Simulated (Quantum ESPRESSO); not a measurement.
## Al6MoSc (input and log of a self-consistent run)

Computed values, not a measurement. The program is pw.x of Quantum ESPRESSO 7.5 (plane-wave density functional theory). The cell is made up: eight metal atoms on a hexagonal close-packed lattice, with elements, volume, strain and displacements drawn at random and not relaxed, so it may be unstable or far from any real phase. PseudoDojo standard norm-conserving files set the functional (PBE unless stated); there is no spin polarisation or spin-orbit coupling, the Fermi-Dirac width of 0.25 eV means electrons at about 2900 K, and the masses in the input are unused placeholders. A spin test at this wide smearing found no moment, but such smearing suppresses magnetism that the real alloy may have.

Input:

```
&control calculation='scf', pseudo_dir='./dojo.nc.sr.pbe.v0_5.standard.upf', outdir='./o', disk_io='minimal', tprnfor=.true., tstress=.true. /
&system ibrav=0, nat=8, ntyp=3, nbnd=32, ecutwfc=84.00895049, nosym=.true., tot_charge=0,
 occupations='smearing', smearing='fd', degauss=0.0183746611
/
&electrons conv_thr=1.470e-08, electron_maxstep=70, mixing_beta=0.5 /
ATOMIC_SPECIES
Al 1.0 Al.upf
Mo 1.0 Mo.upf
Sc 1.0 Sc.upf
CELL_PARAMETERS angstrom
0.0094 0.0246 4.8707
5.9989 -0.0143 0.0116
-3.0119 5.0962 0.0205
ATOMIC_POSITIONS angstrom
Al -0.0669 0.0709 0.1158
Al -1.5825 2.534 0.0567
Mo 2.7334 -0.0801 -0.0286
Al 1.5078 2.6483 0.0001
Al -0.0529 1.8808 2.44
Sc -1.5493 4.3469 2.6343
Al 2.8451 1.6508 2.4186
Al 1.4299 4.3157 2.3791
K_POINTS automatic
6 6 6 1 1 1
```

The log is shortened where brackets say so; the opening notice, blank lines, dates and the lines on written files are dropped, and the path of the files is cut. It prints rydbergs, bohrs and kilobars, and counts compression as positive stress. Its total energy is the free energy E - TS of the whole cell.

```
     Program PWSCF v.7.5
     Parallel version (MPI & OpenMP), running on       4 processor cores
     Number of MPI processes:                 4
     Threads/MPI process:                     1
     [start-up lines left out]
     bravais-lattice index     =            0
     lattice parameter (alat)  =       9.2044  a.u.
     unit-cell volume          =    1003.4155 (a.u.)^3
     number of atoms/cell      =            8
     number of atomic types    =            3
     number of electrons       =        43.00
     number of Kohn-Sham states=           32
     kinetic-energy cutoff     =      84.0090  Ry
     charge density cutoff     =     336.0358  Ry
     scf convergence threshold =      1.5E-08
     mixing beta               =       0.5000
     number of iterations used =            8  plain     mixing
     Exchange-correlation= PBE
                           (   1   4   3   4   0   0   0)
     [axes and pseudopotential details left out]
   Cartesian axes
     site n.     atom                  positions (alat units)
         1        Al     tau(   1) = (  -0.0137350   0.0145562   0.0237745  )
         2        Al     tau(   2) = (  -0.3248972   0.5202462   0.0116409  )
         3        Mo     tau(   3) = (   0.5611842  -0.0164450  -0.0058718  )
         4        Al     tau(   4) = (   0.3095608   0.5437127   0.0000205  )
         5        Al     tau(   5) = (  -0.0108607   0.3861401   0.5009474  )
         6        Sc     tau(   6) = (  -0.3180810   0.8924459   0.5408384  )
         7        Al     tau(   7) = (   0.5841169   0.3389196   0.4965538  )
         8        Al     tau(   8) = (   0.2935675   0.8860404   0.4884442  )
     number of k points=   108  Fermi-Dirac smearing, width (Ry)=  0.0184
     Number of k-points >= 100: set verbosity='high' to print them.
     Dense  grid:   104355 G-vectors     FFT dimensions: (  54,  72,  72)
     Estimated max dynamical RAM per process >     306.18 MB
     Estimated total dynamical RAM >       1.12 GB
     Initial potential from superposition of free atoms
     starting charge      42.9812, renormalised to      43.0000
     Starting wfcs are   44 randomized atomic wfcs
     total cpu time spent up to now is        7.0 secs
     per-process dynamical memory:   259.9 Mb
     Self-consistent Calculation
     iteration #  1     ecut=    84.01 Ry     beta= 0.50
     Davidson diagonalization with overlap
     ethr =  1.00E-02,  avg # of iterations =  3.1
     total cpu time spent up to now is       21.3 secs
     total energy              =    -264.82604582 Ry
     estimated scf accuracy    <       0.75185911 Ry
     iteration #  2     ecut=    84.01 Ry     beta= 0.50
     Davidson diagonalization with overlap
     ethr =  1.75E-03,  avg # of iterations =  3.7
     total cpu time spent up to now is       36.8 secs
     total energy              =    -264.72512479 Ry
     estimated scf accuracy    <       5.02472925 Ry
     iteration #  3     ecut=    84.01 Ry     beta= 0.50
     Davidson diagonalization with overlap
     ethr =  1.75E-03,  avg # of iterations =  2.0
     total cpu time spent up to now is       48.6 secs
     total energy              =    -265.16245541 Ry
     estimated scf accuracy    <       0.56191063 Ry
     iteration #  4     ecut=    84.01 Ry     beta= 0.50
     Davidson diagonalization with overlap
     ethr =  1.31E-03,  avg # of iterations =  1.9
     total cpu time spent up to now is       59.6 secs
     total energy              =    -265.18636935 Ry
     estimated scf accuracy    <       0.04829530 Ry
     iteration #  5     ecut=    84.01 Ry     beta= 0.50
     Davidson diagonalization with overlap
     ethr =  1.12E-04,  avg # of iterations =  7.2
     total cpu time spent up to now is       83.1 secs
     total energy              =    -265.20752106 Ry
     estimated scf accuracy    <       0.14784725 Ry
     [iterations 6 to 8 left out]
     iteration #  9     ecut=    84.01 Ry     beta= 0.50
     Davidson diagonalization with overlap
     ethr =  4.05E-08,  avg # of iterations =  5.5
     total cpu time spent up to now is      145.6 secs
     total energy              =    -265.21573834 Ry
     estimated scf accuracy    <       0.00000709 Ry
     iteration # 10     ecut=    84.01 Ry     beta= 0.50
     Davidson diagonalization with overlap
     ethr =  1.65E-08,  avg # of iterations =  2.4
     total cpu time spent up to now is      157.2 secs
     total energy              =    -265.21573968 Ry
     estimated scf accuracy    <       0.00000027 Ry
     iteration # 11     ecut=    84.01 Ry     beta= 0.50
     Davidson diagonalization with overlap
     ethr =  6.30E-10,  avg # of iterations =  5.5
     total cpu time spent up to now is      173.0 secs
     total energy              =    -265.21573964 Ry
     estimated scf accuracy    <       0.00000060 Ry
     iteration # 12     ecut=    84.01 Ry     beta= 0.50
     Davidson diagonalization with overlap
     ethr =  6.30E-10,  avg # of iterations =  2.0
     total cpu time spent up to now is      185.2 secs
     total energy              =    -265.21573966 Ry
     estimated scf accuracy    <       0.00000009 Ry
     iteration # 13     ecut=    84.01 Ry     beta= 0.50
     Davidson diagonalization with overlap
     ethr =  2.06E-10,  avg # of iterations =  4.4
     total cpu time spent up to now is      199.0 secs
     End of self-consistent calculation
     [lines on levels left out]
!    total energy              =    -265.21573967 Ry
     estimated scf accuracy    <          1.5E-09 Ry
     smearing contrib. (-TS)   =      -0.07101063 Ry
     internal energy E=F+TS    =    -265.14472904 Ry
     The total energy is F=E-TS. E is the sum of the following terms:
     one-electron contribution =    -132.72547283 Ry
     hartree contribution      =      80.31483310 Ry
     xc contribution           =     -49.52812972 Ry
     ewald contribution        =    -163.20595958 Ry
     convergence has been achieved in  13 iterations
     Forces acting on atoms (cartesian axes, Ry/au):
     atom    1 type  1   force =    -0.00865932    0.00787787   -0.00261957
     atom    2 type  1   force =    -0.00181526   -0.01282054    0.00712121
     atom    3 type  2   force =     0.03908612    0.02219446    0.02378169
     atom    4 type  1   force =    -0.00763342   -0.00861439   -0.00555022
     atom    5 type  1   force =    -0.00643482   -0.01660124    0.00164064
     atom    6 type  3   force =    -0.02588600   -0.01359771   -0.03770809
     atom    7 type  1   force =     0.01761139    0.01721137    0.00238347
     atom    8 type  1   force =    -0.00626869    0.00435019    0.01095087
     Total force =     0.080612     Total SCF correction =     0.000063
     Computing stress (Cartesian axis) and pressure
          total   stress  (Ry/bohr**3)                   (kbar)     P=      -72.14
  -0.00060279   0.00012039   0.00001417          -88.67       17.71        2.08
   0.00012039  -0.00060976  -0.00001946           17.71      -89.70       -2.86
   0.00001417  -0.00001946  -0.00025871            2.08       -2.86      -38.06
     init_run     :      6.42s CPU      6.70s WALL (       1 calls)
     electrons    :    191.20s CPU    192.10s WALL (       1 calls)
     forces       :      2.29s CPU      2.32s WALL (       1 calls)
     stress       :      7.71s CPU      7.72s WALL (       1 calls)
     [timing details left out]
     PWSCF        :   3m27.92s CPU   3m29.14s WALL
     JOB DONE.
```

In other units: free energy -3608.444 eV for the cell, pressure -7.21 GPa, largest force component 1.005 eV/Å in size. The run took 211 s of wall time with four MPI processes on a shared machine (Intel Xeon, 2023 or later, virtual cores), so the time is rough. A rerun of this cell at a higher cutoff and on a denser mesh moved values by no more than 0.008 eV in energy, 0.07 GPa in stress and 0.007 eV/Å in force, and a second program with other atomic files agreed on that cell to 2 % rms in force and 0.5 GPa in pressure.